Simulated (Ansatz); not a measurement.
K₂LiGaF₆:
```xyz
10
Lattice="0.0000 3.9752 3.9752 3.9752 0.0000 3.9752 3.9752 3.9752 0.0000" Properties=species:S:1:pos:R:3 pbc="T T T"
K      5.9628     5.9628     5.9628
K      1.9876     1.9876     1.9876
Li     3.9752     3.9752     3.9752
Ga     0.0000     0.0000     0.0000
F      1.9071     3.9752     3.9752
F      6.0432     3.9752     3.9752
F      3.9752     1.9071     3.9752
F      3.9752     6.0432     3.9752
F      3.9752     3.9752     1.9071
F      3.9752     3.9752     6.0432
```

Relaxed with PBEsol. Special points in fractions of this cell's reciprocal vectors: Γ (0.000, 0.000, 0.000); X (0.500, 0.000, 0.500); U (0.625, 0.250, 0.625); K (0.375, 0.375, 0.750); L (0.500, 0.500, 0.500); W (0.500, 0.250, 0.750).

Q: List the band energies nearest the valence-band maximum at these points for PBEsol in the plane-wave PAW code Ansatz.

A: In eV from the valence-band maximum; about four levels below and three above (degenerate sets whole), none deeper than 8.9 eV; points with the same levels are listed once.

```tsv
k	below	above
Γ	-0.40 -0.40 -0.40 0.00 0.00 0.00	6.43 10.07 10.07 10.07
X	-0.60 -0.60 -0.51 -0.02	8.21 10.07 11.21
U	-0.56 -0.50 -0.45 -0.12	8.13 10.37 10.86
L	-0.44 -0.44 -0.23 -0.20 -0.20	7.65 9.86 11.36 11.36
W	-0.61 -0.50 -0.26 -0.26	8.18 10.69 10.69
```

Space group Fm-3m. The workflow started from a Materials Project entry (that database holds measured and hypothetical structures alike); the Crystallography Open Database copy checked does not list it. Whether it is the stable phase at ambient conditions was not checked. The cell was relaxed with PBEsol under the symmetry of its start; its stability against distortions is not shown here. Scalar-relativistic: spin–orbit coupling is off unless named, which matters more the heavier the elements.

Potentials: the later of the program's two PAW sets.
